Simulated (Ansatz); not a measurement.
The start is a relaxed Hf cell with every coordinate shifted by Gaussian noise of σ = 0.3 Å. Cell shape, volume and atoms are optimised at zero target pressure with r2SCAN (plane waves to 500 eV, PAW, scalar-relativistic; Ansatz, a first-principles code). The first steps use a coarse 12×12×7 k-mesh.

Input geometry:
```yaml
crystal:
  lattice:
    - [3.19791, 0.00000, 0.00000]
    - [-1.59896, 2.76947, 0.00000]
    - [0.00000, 0.00000, 5.04735]
  atoms:
    - { symbol: Hf, position: [0.39675, 0.60794, 0.74233] }
    - { symbol: Hf, position: [0.52665, 0.36992, 0.13024] }
```

### Question
By how much does the energy per atom fall from start to end?

### Answer
About 1.2 eV/atom.

### Question
Does it find its way back to the structure it was made from?

### Answer
It relaxes back to the parent, P6₃/mmc (No. 194).

### Question
How do the shortest distances between atoms change?

### Answer
The closest pairs of elements (up to four, under 3.6 Å), start → end: Hf–Hf 2.21 → 3.13 Å.

### Question
Is the relaxed structure metallic? Give its gap.

### Answer
Zero (metallic).

It ends as:

```cif
data_Hf2
_chemical_formula_sum 'Hf2'
_space_group_name_H-M_alt 'P63/mmc'
_space_group_IT_number 194
_space_group_name_Hall '-P 6c 2c'
_cell_length_a 3.19788
_cell_length_b 3.19788
_cell_length_c 5.04738
_cell_angle_alpha 90.000
_cell_angle_beta 90.000
_cell_angle_gamma 120.000
loop_
_atom_site_label
_atom_site_type_symbol
_atom_site_symmetry_multiplicity
_atom_site_Wyckoff_symbol
_atom_site_fract_x
_atom_site_fract_y
_atom_site_fract_z
_atom_site_occupancy
Hf1 Hf 2 c 0.33333 0.66667 0.25000 1
```

Final values are on a 17×17×9 k-mesh of the relaxed cell. The start holds a very short contact (Hf–Hf 2.21 Å). No spin polarisation in the result.

The run could not lose the symmetry of its start.
